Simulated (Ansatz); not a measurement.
NbP (CsCl type, Pm-3m), PBE (plane waves, PAW; program Ansatz), all energies at zero smearing, with the estimated change up to a 700 eV cutoff added, with one set of potentials and settings (totals compare only within such a set). Cell of 2 atoms (1 Nb, 1 P): -5309.313 eV.

```
element             reference phase  E (eV/atom)
-------  --------------------------  -----------
Nb       Im-3m, 1 atoms in the cell   -4552.2836
P         Cmce, 4 atoms in the cell    -755.6743
```

Formation energy per atom, worked out: (-5309.313 − 1×(-4552.2836) − 1×(-755.6743))/2 = -0.677 eV/atom (-65 kJ per mol of atoms), at 0 K, without zero-point energy or fitted corrections.

A made-up cell: these elements were put on the sites of a structure type; neither database checked (COD, Materials Project) lists it. COD files the formula under space group No. 141, so this cell is another polymorph or a model. Whether it is the stable phase at ambient conditions was not checked. The PBE relaxation kept the symmetry of its start; whether a distortion lowers the energy is not shown. The run is not spin-polarised. The references are the lowest solids computed at this level, not always the standard phases.

Potentials: the later of the program's two PAW sets.
